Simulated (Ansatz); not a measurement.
## CdPtC₆N₆: gradients before and after relaxing the atoms

Start: an entry of the Crystallography Open Database (COD), atoms as given.

Space group Fm-3m (No. 225); a = 10.9474 Å.

```
site  Wyckoff  site symmetry       x       y       z
  Cd       4b           m-3m  0.5000  0.5000  0.5000
  Pt       4a           m-3m  0.0000  0.0000  0.0000
   C      24e           4m.m  0.5000  0.5000  0.1861
   N      24e           4m.m  0.5000  0.5000  0.2857
```

One atom of each set is listed; the run and its k-mesh use a cell of 14 atoms with edges of 7.74, 7.74, 7.74 Å.

The numbers come from a DFT calculation in Ansatz (PBE, plane waves and PAW, scalar-relativistic, 420 eV cutoff, Γ-centred 5×5×5 k-points, Fermi–Dirac smearing 0.05 eV).

The largest force at the start is 10 eV/Å. Relaxing the ions at fixed cell moves them by 0.036 Å at most (atom 9, N) and 0.031 Å rms. End positions:

Cd (0.5000, 0.5000, 0.5000)
Pt (0.0000, 0.0000, 0.0000)
C (0.5000, 0.5000, 0.1833)
N (0.5000, 0.5000, 0.2890)

```tsv
site	moved (Å)	first shell before	first shell after	V_zz before (10²¹ V/m²)	η before
C	0.031	1 N at 1.09 Å, 1 Pt at 2.04 Å, angle 180°	1 N at 1.16 Å, 1 Pt at 2.01 Å, angle 180°	-4.03	0.00
N	0.036	1 C at 1.09 Å	1 C at 1.16 Å	-7.17	0.00
```

(1) How do the gradients change?

Answers

(1) 

```csv
site,V_zz after,η after,change of V_zz
C,-3.81,0.00,+0.22
N,-5.87,0.00,+1.30
```

The largest change of V_zz is on N, from -7.17 to -5.87. In per cent, |V_zz| changes by -5 on C, -18 on N (all sites that start above 0.5). Sites without a gradient aren't listed. Forces this large mark an entry whose positions are poorly determined or wrongly transcribed.

Without spin–orbit coupling the gradients at and beside Pt can be off by some per cent, at some sites by more. The database entry as given showed forces above 3 eV/Å or a pressure above 30 GPa, though relaxing it moves no atom far.
